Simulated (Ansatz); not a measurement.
From the elastic tensor of CsMgF3 at 1.6 GPa (stress–strain coefficients) to moduli and sound speeds

Theory: Ansatz 0.2.0, DFT PBEsol, scalar-relativistic, plane waves, PAW. Cutoff 420 eV, 6×6×6 k-points (Γ-centred), fixed occupations. No spin polarisation.

Symmetry: Pm-3m, No. 221, cubic system. The conventional cell has a = 4.149 Å, b = 4.149 Å, c = 4.149 Å, α = 90.00°, β = 90.00°, γ = 90.00°. Around Cs (site symmetry m-3m) lie 12 F at 2.93 Å. Around Mg (site symmetry m-3m) lie 6 F at 2.07 Å. F (site symmetry 4/mmm) is surrounded by 2 Mg at 2.07 Å.

The cell is the ideal cubic perovskite prototype; whether it is the stable structure of this composition wasn't checked.

Relaxed-ion constants (GPa, on the Cartesian axes of the calculation):
```
120.5  55.9  55.9   0.0   0.0   0.0
 55.9 120.5  55.9   0.0   0.0   0.0
 55.9  55.9 120.5   0.0   0.0   0.0
  0.0   0.0   0.0  53.1   0.0   0.0
  0.0   0.0   0.0   0.0  53.1   0.0
  0.0   0.0   0.0   0.0   0.0  53.1
```

Density 4.980 g/cm³; 5 atoms in 71.42 Å³.

The values that follow are for a polycrystal of randomly turned grains, by Hill's mean where one number stands.

With S = C⁻¹: B_V = (C11+C22+C33+2(C12+C13+C23))/9, G_V = (C11+C22+C33−C12−C13−C23+3(C44+C55+C66))/15, 1/B_R = S11+S22+S33+2(S12+S13+S23), 15/G_R = 4(S11+S22+S33−S12−S13−S23)+3(S44+S55+S66); Hill is their mean. Then v_l = √((B+4G/3)/ρ), v_t = √(G/ρ), v_m = [(2/v_t³+1/v_l³)/3]^(−1/3) and Θ = (ħ/k_B)·v_m·(6π²n/V)^(1/3) for n atoms in the volume V; E = 9BG/(3B+G), ν = (3B−2G)/(2(3B+G)) and A^U = 5G_V/G_R + B_V/B_R − 6.

| Property | Result |
| --- | --- |
| Bulk modulus, Voigt / Reuss / Hill | 77.4 / 77.4 / 77.4 GPa |
| Shear modulus, Voigt / Reuss / Hill | 44.8 / 42.2 / 43.5 GPa |
| Young's modulus | 110 GPa |
| Poisson ratio | 0.263 |
| Pugh ratio B/G | 1.78 |
| Universal anisotropy index | 0.30 |
| Longitudinal and transverse sound speeds | 5215 and 2955 m/s |
| Debye temperature from the mean sound speed | 403 K |

Symmetry holds off the tilts and polar distortions that many cubic perovskites undergo.

Cost: 1 run of about 0.73 core-minutes, on Intel Xeon Processor @ 2.50GHz (Skylake/Cascade Lake) (shared hosts).